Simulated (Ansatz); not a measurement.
Input:

Be3Al (Cu3Au type, Pm-3m), a = 3.467 Å, b = 3.467 Å, c = 3.467 Å, α = 90.00°, β = 90.00°, γ = 90.00°.

This is the PBEsol-relaxed structure.

Task: All from PBEsol in the plane-wave PAW code Ansatz, unless another level is named. Estimate the bulk modulus (Birch–Murnaghan fit).

Result: 103 GPa.

Task: Give the highest zone-centre frequency.

Result: 458 cm⁻¹.

The cell is a constructed one: a structure type filled with these elements; neither database checked (COD, Materials Project) lists it. Its standing as an ambient phase is unchecked. The PBEsol relaxation kept the symmetry of its start; its stability against distortions is not shown here. As this level gives no gap, phonon frequencies hold no LO–TO term and depend on the k-mesh and smearing (Fermi–Dirac, 0.1 eV here).

Potentials: the earlier of the program's two PAW sets. The files were generated under PBE; for other functionals the program regenerates the frozen cores, and for LDA and PBEsol the local potential too.
